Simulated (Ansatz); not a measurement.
AgI (zinc blende, F-43m), a = 6.3480 Å, b = 6.3480 Å, c = 6.3480 Å, α = 90.00°, β = 90.00°, γ = 90.00°; the cell used has 2 atoms.

Relaxed with LDA.

Problem. Decompose the optical modes at the zone centre into irreducible representations, and say which are infrared and Raman allowed.

Solution. Point group -43m: Γ_opt = T2. Infrared: T2. Raman: T2.

Problem. Assign frequencies (DFPT, DFT-LDA in the program Ansatz with PAW potentials; without the LO–TO term).

Solution. T2 118 cm⁻¹.

The cell was relaxed with LDA under the symmetry of its start; phonons on a q-mesh show no instability. No spin polarisation was allowed. Scalar-relativistic: spin–orbit coupling is off unless named, which matters more the heavier the elements.

Potentials: the later of the program's two PAW sets.
